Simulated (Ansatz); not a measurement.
W in its lowest state found on the top face of a (001) slab of Tl (P6_3/mmc (No. 194)), 4 planes, outer planes Tl (top) and Tl (bottom); 1 a cell of 10.62 Å², its atoms last:

```
CELL_PARAMETERS angstrom
3.50187 0.00000 0.00000
-1.75094 3.03271 0.00000
0.00000 0.00000 27.09100
ATOMIC_POSITIONS crystal
Tl 0.66667 0.33333 0.31376
Tl 0.33333 0.66667 0.41331
Tl 0.66219 0.32438 0.51435
Tl 0.32390 0.64779 0.61056
W 0.65729 0.31457 0.68584
```

Level of theory: Ansatz, DFT PBEsol, scalar-relativistic, plane waves, PAW. Settings: cutoff 420 eV, Γ-centred mesh 9×9×1 on the computed 5-atom cell, Gaussian smearing of 0.10 eV; collinear spin from starting moments 0 0 0 0 4 μB. The cell repeats along c with a dipole correction in the vacuum.

The clean top face has a work function of 3.55 eV. Adsorption changes the slab's dipole along +c by Δp = -0.0632 e·Å a cell (-0.30 D an adsorbate).

**Question.** What change of work function does the Helmholtz equation give?

**Answer.** A sheet of dipoles makes a step in an electron's potential energy of −e·Δp/(ε0·A), and e/ε0 = 180.95 eV·Å for Δp in e·Å: −180.95 × (-0.0632)/10.62 = +1.08 eV. This is the change of φ(top) − φ(bottom). If the bottom face is unmoved, φ(top) becomes 4.62 eV.

**Question.** How does that compare with the calculation?

**Answer.** φ(top) changes by +1.06 eV and φ(bottom) by -0.01 eV, so their difference changes by +1.07 eV. The bottom face hardly moves.

**Question.** What does the sign say about the electrons?

**Answer.** The change of dipole points into the surface (negative end outward), so the work function rises. Electrons gather on the vacuum side. Δp also holds the adsorbate's own dipole and the moves of the surface atoms, so it isn't a charge transfer alone.

Spin-orbit coupling is left out, which matters for the bands of heavy elements.